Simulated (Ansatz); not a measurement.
# La, one cell by several methods

```xyz
2
Lattice="3.7831 0.0000 0.0000 -1.8915 3.2762 0.0000 0.0000 0.0000 6.0761" Properties=species:S:1:pos:R:3 pbc="T T T"
La    0.0000    2.1842    1.5190
La    1.8915    1.0921    4.5571
```

Atoms are numbered in the order listed.

The cell was built from the hcp type and relaxed in the same program, and has space group P6_3/mmc; it needn't be a known or the stable phase.

No spin–orbit coupling, which matters for the heavy atoms here.

All numbers are computed: DFT, PBE, PAW with Ansatz's default frozen-core files, scalar-relativistic (Ansatz 0.2.0); DFT, PBE, all-electron PAW with datasets made for the crystal, scalar-relativistic (Ansatz 0.2.0); DFT, PBE, all-electron LAPW, scalar-relativistic (Ansatz 0.2.0).

For PAW: a Γ-centred 12×12×7 k mesh, Fermi–Dirac smearing of 0.05 eV, cutoff 420 eV, no spin polarisation. The crystal-made all-electron datasets (AE datasets) take a cutoff of 260 eV at this cell. LAPW targets a basis error of 1 meV/atom. The Ansatz runs share mesh, smearing and spin set-up. Plane-wave (PAW) pressures include the program's estimate of the Pulay term.

Stress and pressure are positive in compression.

No spin–orbit coupling: at heavy atoms the gradients can be off by tens of per cent for that reason.

In a metal, gradients converge slowly with the k mesh: the values move by tens of per cent from one mesh to another, at times in sign, so only the comparison on one mesh counts.

Levels count from the Fermi level.

```csv
quantity,PAW,AE datasets,LAPW
pressure (GPa),0.02,0.04,0.04
highest filled level at K (eV),-1.250,-1.252,-1.252
lowest empty level at K (eV),0.023,0.022,0.022
highest filled level at L (eV),-0.344,-0.345,-0.345
lowest empty level at L (eV),?,1.516,1.516
highest filled level at A (eV),-1.875,-1.876,-1.876
lowest empty level at A (eV),0.595,0.599,0.599
field gradient Vzz at La1 (10²¹ V/m²),1.77,1.77,–
```

Task: Give the missing entry: row "lowest empty level at L (eV)", column "PAW".

Result: 1.497.
